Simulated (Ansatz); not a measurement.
GeRh:
```
GeRh
1.0
    5.65942     0.00000     0.00000
    0.00000     3.25819     0.00000
    0.00000     0.00000     6.43516
Rh Ge
4 4
Direct
  0.99471   0.75000   0.20199
  0.00529   0.25000   0.79801
  0.50529   0.25000   0.70199
  0.49471   0.75000   0.29801
  0.80813   0.75000   0.56318
  0.19187   0.25000   0.43682
  0.69187   0.25000   0.06318
  0.30813   0.75000   0.93682
```

Relaxed with PBEsol. Special points in fractions of this cell's reciprocal vectors: Γ (0.000, 0.000, 0.000); X (0.500, 0.000, 0.000); S (0.500, 0.500, 0.000); Y (0.000, 0.500, 0.000); Z (0.000, 0.000, 0.500); U (0.500, 0.000, 0.500); R (0.500, 0.500, 0.500); T (0.000, 0.500, 0.500).

List the band energies nearest the Fermi level at these points for PBEsol with spin–orbit coupling in the plane-wave PAW code Ansatz.

In eV from the Fermi level; about four levels below and three above (degenerate sets whole), none deeper than 8.9 eV; points with the same levels are listed once.

```
k                    below                above
-  -----------------------  -------------------
Γ  -1.03 -1.03 -0.40 -0.40  0.37 0.37 1.49 1.49
X  -1.08 -1.08 -1.08 -1.08  1.73 1.73 1.73 1.73
S  -0.14 -0.14 -0.14 -0.14  1.91 1.91 1.91 1.91
Y  -0.28 -0.28 -0.28 -0.28  0.05 0.05 0.05 0.05
Z  -1.09 -1.09 -1.09 -1.09  1.11 1.11 1.11 1.11
U  -0.46 -0.46 -0.46 -0.46  1.83 1.83 1.83 1.83
R  -0.21 -0.21 -0.21 -0.21  3.47 3.47 3.47 3.47
T  -0.09 -0.09 -0.09 -0.09  1.54 1.54 1.54 1.54
```

Space group Pnma. The workflow started from an entry of the Crystallography Open Database (COD). Its standing as an ambient phase is unchecked. Symmetry was held in the PBEsol relaxation; whether a distortion lowers the energy is not shown. No spin polarisation was allowed.

Potentials: the later of the program's two PAW sets.
